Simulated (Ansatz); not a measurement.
input.yaml (Ansatz)

```yaml
crystal:
  lattice:
    - [4.5923967846, 0.0, 0.0]
    - [-2.2961983923, 3.9771322797, 0.0]
    - [0.0, 0.0, 2.5243165846]
  atoms:
    - { symbol: Nb, position: [0.0, 0.0, 0.0] }
    - { symbol: Nb, position: [0.3333333333, 0.6666666667, 0.5] }
    - { symbol: Nb, position: [0.6666666667, 0.3333333333, 0.5] }
hamiltonian:
  xc: lda
  pseudopotentials:
    kind: paw
    azcp:
      Nb: "pseudopotentials/Nb.paw.azcp"
basis:
  ecutwfc: 420
  fft_grid_basis: typed
kpoints:
  mp_grid: { grid: [9, 9, 13], shift: [0, 0, 0] }
magnetization:
  spin_polarized: false
scf:
  occupations: { method: fermi_dirac, width: 0.1 }
  lower_state_search: "off"
output:
  stress: true
  write_density: true
  write_potential: true
  elf: true
  volumetric_format: npy
```

Terminal output

```
Warning: the record states the generating functional pbe (its physics header spells it `PBE`), which answers neither for hamiltonian.xc's functional nor for the lda family's — results may be inconsistent (PPs are generated against a specific XC)
Engine: ansatz 0.2.0, x86_64-unknown-linux-gnu
Pseudopotentials: kind: paw
Pseudopotential: Nb, paw, valence charge 13, recommended cutoff 420 eV (normal) 
Functional definition: SPW92
  exchange = slater_x
  correlation = pw_c
Crystal: 3 atoms, lattice volume = 46.106 Å³
Basis set: ecut = 420 eV, 915 PW (Γ)
Bands: 24, of which v1, the nominal top of the filled ones, is band 20 counted from 1 (19 counted from 0)
Symmetry: 24 space group operations
Space group: P6/mmm (ITA 191), of the structure as read, at distance tolerance 3.6e-5 Å
k-points: 84 of 1053
Non-local potential: Nb, projectors of the file, l = 0: 3, l = 1: 2, l = 2: 2, l = 3: 1
PAW form: soft (Blöchl's): semilocal exchange-correlation on the pseudo side does not see the compensation charge
PAW frozen core: Nb, regenerated for the run's functional, and the local potential with it (the file was generated under x = pbe(κ = 0.804, μ = 0.2195149727645171), c = pbe(β = 0.06672455060314922))
PAW one-centre angular grid: Nb, 590 points (default); XC on 64 Gauss nodes
Initial density: superposition of atomic densities (neutral atoms: chi_scale 0, normalization atom), corrected by the library's trained network
Initial wavefunctions: pseudopotential atomic-orbital guess
Functional: x = slater, c = lda
SCF iter   1: F=—  HF=-13326.674462 eV  |F-HF|=—  |Δ(HF+E_count)|=         —  Δρ=1.10e-2  dr2=3.59e-2  ethr=1.77e-3  ⟨swp⟩=5.0  Hψ=8284  notcnv=0
SCF iter   2: F=—  HF=-13326.667153 eV  |F-HF|=—  |Δ(HF+E_count)|=   7.31e-3  Δρ=6.25e-3  dr2=1.39e-2  ethr=9.19e-5  ⟨swp⟩=1.0  Hψ=2688  notcnv=0
SCF iter   3: F=—  HF=-13326.663881 eV  |F-HF|=—  |Δ(HF+E_count)|=   3.27e-3  Δρ=4.72e-4  dr2=1.33e-4  ethr=3.56e-5  ⟨swp⟩=2.3  Hψ=2837  notcnv=0
SCF iter   4: F=—  HF=-13326.663864 eV  |F-HF|=—  |Δ(HF+E_count)|=   1.69e-5  Δρ=1.21e-4  dr2=8.65e-6  ethr=3.42e-7  ⟨swp⟩=2.6  Hψ=3532  notcnv=0
SCF iter   5: F=—  HF=-13326.663864 eV  |F-HF|=—  |Δ(HF+E_count)|=   5.90e-7  Δρ=2.62e-5  dr2=3.80e-7  ethr=2.22e-8  ⟨swp⟩=2.4  Hψ=2947  notcnv=0
SCF iter   6: F=-13326.663864 eV  HF=-13326.663864 eV  |F-HF|=3.14e-9  |Δ(HF+E_count)|=   3.36e-8  Δρ=4.08e-6  dr2=5.54e-9  ethr=2.56e-10  ⟨swp⟩=7.5  Hψ=11667  notcnv=0
SCF 1 converged in 6 iterations: F = -13326.663864 eV  dr2 = 5.54e-9
SCF converged after 6 iterations
Free energy (F): -13326.663864 eV
Harris-Foulkes:  -13326.663864 eV  (|F-HF|=3.14e-9)
Internal energy: -13326.585620 eV  (E = F + TS)
E sigma→0 (E₀):  -13326.624742 eV
Entropy (-TS):   -0.078244 eV (-26.081 meV/atom)
Fermi energy:    21.220518 eV
--- Per-component energies (eV) ---
  E_band       = -74.847619
  E_kinetic    = 1209.717456
  E_local      = -1836.644922  (includes V_loc(G=0)·N_el)
  E_nonlocal   = 378.284436
  E_hartree    = 579.601090
  E_xc         = -531.251827
  E_vxc        = -648.329968  (∫ρ·V_xc dr)
  E_paw        = -8898.135009  (= ΣΔE_a)
  E_vpaw       = -337.075467  (= ΣTr[D̂ρ^β])
  E_aug_tail   = 0.000018  (compensation charges beyond the density's cutoff)
  E_ewald      = -4229.433944
  E_core_change = 1.277083  (= ΣΔE_core)
  E_smearing   = -0.078244  (= −TS)
  E_closure    = -0.000000  (closes the sum)
  Σ components = -13326.663864   (vs F -13326.663864, Δ=0.00e0)
--- Stress (GPa, compression-positive) ---
       29.500225       0.000000       0.000000
        0.000000      29.500225       0.000000
        0.000000       0.000000      31.871225
  P = ⅓ Tr σ = 30.2906 GPa (302.906 kbar)
--- Band table (eV; the first three rows and the last of 84) ---
  k-point 0: bands = ["-33.2017", "-32.7796", "-32.7307", "-9.8017", "-9.8017", "-9.4498", "-9.4498", "-8.2053", "-8.2053", "-7.9832", "-7.6344", "-7.6108", "14.9289", "17.1671", "19.4580", "19.9194", "19.9915", "19.9915", "19.9936", "19.9936", "21.7665", "21.7665", "24.6289", "24.6289"]
  k-point 1: bands = ["-33.1758", "-32.7611", "-32.7093", "-9.7799", "-9.7799", "-9.4175", "-9.4175", "-8.2027", "-8.2027", "-8.1460", "-7.8047", "-7.7662", "15.1401", "17.5268", "19.8047", "19.8047", "19.8819", "19.8819", "19.8891", "20.2699", "21.7839", "21.7839", "24.3525", "24.3525"]
  k-point 2: bands = ["-33.1026", "-32.7099", "-32.6494", "-9.7188", "-9.7188", "-9.3248", "-9.3248", "-8.5813", "-8.2617", "-8.1979", "-8.1979", "-8.1838", "15.7045", "18.5070", "19.2395", "19.2395", "19.5460", "19.5460", "21.1246", "21.3210", "21.8662", "21.8662", "23.5999", "23.5999"]
  k-point 83: bands = ["-32.5308", "-32.5308", "-32.4739", "-10.4835", "-10.2841", "-10.2841", "-9.3246", "-8.8841", "-8.8841", "-8.6314", "-8.6314", "-8.1290", "16.1802", "18.2057", "18.2057", "18.7457", "18.7457", "19.5330", "20.9982", "20.9982", "22.3377", "22.3377", "22.3487", "26.2265"]
```
